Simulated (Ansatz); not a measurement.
Theory: DFT PBE, scalar-relativistic, plane waves, PAW (Ansatz 0.2.0). Settings: cutoff 420 eV, Γ-centred meshes spaced at most about 0.3 Å⁻¹, and about 0.25 Å⁻¹ or finer for metals (2π included), Gaussian smearing. No spin polarisation in the final relaxations.

These are static total energies at zero pressure.

Two relaxed structures of MgSn₂N₂:

A.

```cif
data_structure
_symmetry_space_group_name_H-M 'P4/mmm'
_symmetry_Int_Tables_number 123
_cell_length_a 4.5918
_cell_length_b 4.5918
_cell_length_c 5.6849
_cell_angle_alpha 90.000
_cell_angle_beta 90.000
_cell_angle_gamma 90.000
_cell_volume 119.86
loop_
_atom_site_label
_atom_site_type_symbol
_atom_site_symmetry_multiplicity
_atom_site_Wyckoff_symbol
_atom_site_fract_x
_atom_site_fract_y
_atom_site_fract_z
_atom_site_occupancy
Mg1 Mg 1 a 0.00000 0.00000 0.00000 1
Sn1 Sn 1 d 0.50000 0.50000 0.50000 1
Sn2 Sn 1 c 0.50000 0.50000 0.00000 1
N1 N 2 g 0.00000 0.00000 0.59980 1
```

B.

```cif
data_structure
_symmetry_space_group_name_H-M 'R3m:H'
_symmetry_Int_Tables_number 160
_cell_length_a 5.4206
_cell_length_b 5.4206
_cell_length_c 12.3423
_cell_angle_alpha 90.000
_cell_angle_beta 90.000
_cell_angle_gamma 120.000
_cell_volume 314.07
loop_
_atom_site_label
_atom_site_type_symbol
_atom_site_symmetry_multiplicity
_atom_site_Wyckoff_symbol
_atom_site_fract_x
_atom_site_fract_y
_atom_site_fract_z
_atom_site_occupancy
Mg1 Mg 3 a 0.33333 0.66667 0.98959 1
Sn1 Sn 3 a 0.33333 0.66667 0.73047 1
Sn2 Sn 3 a 0.33333 0.66667 0.47441 1
N1 N 3 a 0.33333 0.66667 0.25697 1
N2 N 3 a 0.33333 0.66667 0.16476 1
```

Task: Which would you expect to be lower, and how large is the difference?

Result: B is lower, by 212 meV/atom. A has space group P4/mmm (No. 123), 24.0 Å³/atom and no gap on its mesh; B has space group R3m (No. 160), 20.9 Å³/atom and no gap. Counting N atoms around Mg and Sn (those within 1.25 times the shortest such distance or 1.15 times the sum of covalent radii; a plus sign parts nearer from farther groups; the shortest distance is added where it is long for a bond; a slash parts the counts of unlike sites), A has Mg 2, Sn 8 from 3.3 Å/8+8 from 4.0 Å and B has Mg 1, Sn 1+3 from 2.7 Å/6+3 from 3.4 Å. A and B both hold N–N pairs as short as in free N₂ molecules. The denser one is the lower, and pressure would at first widen the difference. Even the lower one lies +0.25 eV/atom against the reference forms of the elements (uncorrected), so neither is stable at this level. In A, around Mg lie 2 N at 2.28 Å and 4 Sn at 3.25 Å; Sn on its first site has 2 Sn at 2.84 Å and 8 N at 3.30 Å; N has 1 N at 1.13 Å, 1 Mg at 2.28 Å and 4 Sn at 3.30 Å; 1 more site not described. In B, around Mg lie 1 N at 2.16 Å, 4 Sn at 3.20–3.26 Å and 4 N at 3.23–3.30 Å; Sn on its first site has 4 Sn at 3.16–3.27 Å, 4 Mg at 3.20–3.26 Å, 3 N at 3.37 Å and 3 N at 3.58 Å; N on its first site has 1 N at 1.14 Å, 1 Sn at 2.68 Å, 4 Mg at 3.23–3.30 Å and 6 Sn at 3.44–3.58 Å; 2 more sites not described. Both come from invented guesses. A third cell relaxed alike, in P-4m2 (a Materials Project cell), lies 270 meV/atom below the lower of the two.

Cells relaxed within their symmetry can be saddle points.
